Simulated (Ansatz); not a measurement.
BP (wurtzite, space group No. 186) at seven volumes, DFT-PBEsol in the program Ansatz with PAW potentials, shape and atoms relaxed at each. One row is withheld.

| V (Å³/atom) | P (GPa) |
|---|---|
| 10.505 | 19.12 |
| 10.851 | ? |
| 11.198 | 5.47 |
| 11.544 | -0.01 |
| 11.890 | -4.76 |
| 12.237 | -8.87 |
| 12.583 | -12.43 |

Task: Fit the shown pressures and predict the withheld one.

Result: P = (3/2)B₀(x^(7/2) − x^(5/2))[1 + (3/4)(B′ − 4)(x − 1)] with x = (V₀/V)^(2/3). Least squares on the six rows gives V₀ = 11.543 Å³/atom, B₀ = 170 GPa, B′ = 3.78. At V = 10.851, x = 1.0421 and P = 11.81 GPa. The run itself gave 11.80 GPa.

Space group P6_3mc (wurtzite). The workflow started from a Materials Project entry (that database holds measured and hypothetical structures alike); the Crystallography Open Database copy checked does not list it. It is not the phase usual at ambient conditions (space group No. 216). The PBEsol relaxation kept the symmetry of its start; its stability against distortions is not shown here.

Potentials: the later of the program's two PAW sets.
